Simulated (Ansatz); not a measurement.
LaSb:
```xyz
2
Lattice="0.0000 3.2818 3.2818 3.2818 0.0000 3.2818 3.2818 3.2818 0.0000" Properties=species:S:1:pos:R:3 pbc="T T T"
La     0.0000     0.0000     0.0000
Sb     3.2818     3.2818     3.2818
```

Relaxed with r²SCAN. Special points in fractions of this cell's reciprocal vectors: Γ (0.000, 0.000, 0.000); X (0.500, 0.000, 0.500); U (0.625, 0.250, 0.625); K (0.375, 0.375, 0.750); L (0.500, 0.500, 0.500); W (0.500, 0.250, 0.750).

### Question
List the band energies nearest the Fermi level at these points for r²SCAN in the plane-wave PAW code Ansatz.

### Answer
In eV from the Fermi level; about four levels below and three above (degenerate sets whole), none deeper than 8.9 eV; points with the same levels are listed once.

```json
[
 {"k": "Γ", "below": "–", "above": "0.12 0.12 0.12"},
 {"k": "X", "below": "-1.67 -0.42 -0.42 -0.03", "above": "2.36 2.38 2.43 2.43"},
 {"k": "U", "below": "-8.43 -1.91 -1.62 -1.14", "above": "1.23 2.31 2.31"},
 {"k": "L", "below": "-7.98 -3.27 -1.75 -1.75", "above": "2.07 2.29 2.29"},
 {"k": "W", "below": "-8.41 -1.86 -1.49 -1.49", "above": "1.93 1.93 2.40 2.40"}
]
```

Space group Fm-3m (rock salt). The workflow started from an entry of the Crystallography Open Database (COD). Whether it is the stable phase at ambient conditions was not checked. Symmetry was held in the r²SCAN relaxation; whether a distortion lowers the energy is not shown. A small band overlap can be real or an error of a semilocal functional. Spin–orbit coupling is left out wherever it is not named.

Potentials: the later of the program's two PAW sets.
